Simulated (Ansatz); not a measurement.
SrTiO3:
```xyz
10
Lattice="-2.7516 2.7516 3.8984 2.7516 -2.7516 3.8984 2.7516 2.7516 -3.8984" Properties=species:S:1:pos:R:3 pbc="T T T"
Sr     0.0000     2.7516     1.9492
Sr     2.7516     0.0000     1.9492
O      0.0000     0.0000     1.9492
O      0.0000     0.0000     5.8476
Ti     0.0000     0.0000     0.0000
Ti     0.0000     0.0000     3.8984
O      1.3049     4.0565     0.0000
O      1.4467     1.3049     0.0000
O      1.4467    -1.3049     3.8984
O      1.3049     1.4467     3.8984
```

Relaxed with HSE06.

Question: Give the Bader charges and basin volumes of the independent atoms, plane-wave PAW HSE06 (Ansatz code).

Answer: 

```tsv
atom	Bader charge (e)	Bader volume (Å³)
Sr1	+1.64	15.3
O3	-1.35	12.4
Ti5	+2.42	6.5
O7	-1.35	12.4
```

Space group I4/mcm. The workflow started from an entry of the Crystallography Open Database (COD), which files this formula under 2 space groups. It is not the phase usual at ambient conditions (space group No. 221). The HSE06 relaxation kept the symmetry of its start; whether a distortion lowers the energy is not shown. The run is not spin-polarised.

Potentials: the later of the program's two PAW sets.
